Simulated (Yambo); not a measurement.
A G0W0@PBEsol run in Yambo for Na2CO3 (space group C2/m, No. 12) (2×2×2 Γ-centred k mesh, bands 5 to 208 and a 7 Ry block in the screening, 208 bands in G with the Bruneval-Gonze terminator, plasmon pole fitted at 27.2 eV) gives these matrix elements, in eV, at the band edges ((0, 0, -0.5) → Γ):

```json
[
 {"state": "valence edge", "E0": "0.000", "<Vxc>": "-20.242", "<Σx>": "-26.409", "<Σc(E0)>": "4.039", "Z": "0.819"},
 {"state": "conduction edge", "E0": "4.132", "<Vxc>": "-10.177", "<Σx>": "-5.723", "<Σc(E0)>": "-3.071", "Z": "0.881"}
]
```

Solve the linearised quasiparticle equation for both states, give the gap, and say how exchange and correlation each act on it.

E = E0 + Z(Σx + Σc − Vxc). Valence: 0.000 + 0.819 × (-26.409 + (4.039) − (-20.242)) = -1.74 eV. Conduction: 4.132 + 0.881 × (-5.723 + (-3.071) − (-10.177)) = 5.35 eV. The gap is 7.09 eV, against 4.13 eV in PBEsol. Replacing Vxc by bare exchange alone would open it by 10.62 eV; correlation takes back 7.11 eV of that, and Z scales what is left. Nearest settings tried, and what they do to the gap: 166 bands in W, 166 bands in G: +28 meV; 6 Ry block (227 vectors against 281): -30 meV; 4×4×2 mesh: -73 meV. So the settings aren't converged at that level. The k mesh is coarse. 

Geometry of the Materials Project entry, not relaxed at this level; primitive cell a = b = 5.121 Å, c = 5.922 Å, α = β = 101.29°, γ = 61.87°.
